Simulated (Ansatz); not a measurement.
A geometry of ZnCu$_{2}$SnS$_{4}$ away from equilibrium: step 2 of the relaxation of a relaxed ZnCu2SnS4 cell shaken by Gaussian noise of σ = 0.08 Å a coordinate. These are r2SCAN (plane waves to 500 eV, PAW, scalar-relativistic; Ansatz, a first-principles code) values and carry that method's errors. Γ-centred k-mesh 5×5×6 on the run's cell (coarser than for final values), Fermi–Dirac smearing 0.05 eV.

```xyz
8
Lattice="-2.7144 2.6773 5.4134 2.7151 -2.7077 5.4289 2.7192 2.7125 -5.4286" Properties=species:S:1:pos:R:3:forces:R:3 pbc="T T T" free_energy=-26254.652 pressure_GPa=0.3
Cu     0.0755    -0.0534    -0.0342    0.0184    0.1210    0.2768
Cu    -0.0166     2.7091     2.6132   -0.0035   -0.2699    0.3784
Zn     2.6659    -0.0962     2.7956    0.4245    0.3191    0.0324
Sn     0.0578    -0.0438     5.4739   -0.0639   -0.0818    0.0666
S      1.4317     1.4006     4.0923   -0.1485   -0.0323   -0.3748
S      1.3872     1.2382    -1.3664   -0.1457    0.0793    0.0083
S      1.4558    -1.4664     6.8669   -0.1478   -0.2473    0.0121
S      1.3080     4.0341     1.4485    0.0665    0.1118   -0.3999
```

Positions in Å, forces in eV/Å, free energy of the cell in eV (comparable only within this code, potentials and settings). Largest force: 0.53 eV/Å, on Zn3 (atoms numbered as listed); the geometry lies 0.01 eV/atom above the end of its relaxation.

No spin polarisation in the result.
